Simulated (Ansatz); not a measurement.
Consider a crystal of Bi₆Te in space group P-3m1 (No. 164), with Bi on 2c, 2d and 2d; Te on 1a. This trial cell of Bi₆Te was written down by chemical analogy.

Level of theory: DFT PBE, scalar-relativistic, plane waves, PAW in Ansatz. Cutoff 420 eV, Γ-centred mesh, Gaussian smearing, no spin polarisation.

Energies over the elements count from the elements' standard structures at the same level, with no fitted energy shifts.

**Question.** Which cell and coordinates does it relax to?

**Answer.**

Space group P-3m1 (No. 164). a = 4.465 Å, b = 4.465 Å, c = 14.234 Å, α = 90.00°, β = 90.00°, γ = 120.00°
```json
{"atom": "Bi", "site": "2c", "symmetry": "3m.", "x": "0.0000", "y": "0.0000", "z": "0.2831"}
{"atom": "Bi", "site": "2d", "symmetry": "3m.", "x": "0.3333", "y": "0.6667", "z": "0.4334"}
{"atom": "Bi", "site": "2d", "symmetry": "3m.", "x": "0.3333", "y": "0.6667", "z": "0.8533"}
{"atom": "Te", "site": "1a", "symmetry": "-3m.", "x": "0.0000", "y": "0.0000", "z": "0.0000"}
```

Bi on its first site has 6 Bi at 3.23–3.35 Å; around Bi on its second site lie 6 Bi at 3.20–3.35 Å; Bi on its third site has 3 Bi at 3.23 Å and 3 Te at 3.32 Å; Te has 6 Bi at 3.32 Å and 2 Bi at 4.03 Å. Another local minimum with the same sites may exist.

**Question.** Where does its energy lie, and is it a metal?

**Answer.** The energy over the elements is +0.04 eV/atom and the gap on the 12×12×4 mesh of the 7-atom cell is 0 eV (a metal). The separate elements lie lower, so it is unstable against them.

The last run used Gaussian smearing of 0.10 eV. Spin–orbit coupling, which can matter for Bi and Te, is left out. The reference form of Te is held partly by dispersion forces, which this level lacks. Symmetry constrained the relaxation, so the result can be a saddle point. Another cell of the same search, in P-1, lies 39 meV/atom lower, so this cell isn't the stable form at this level.
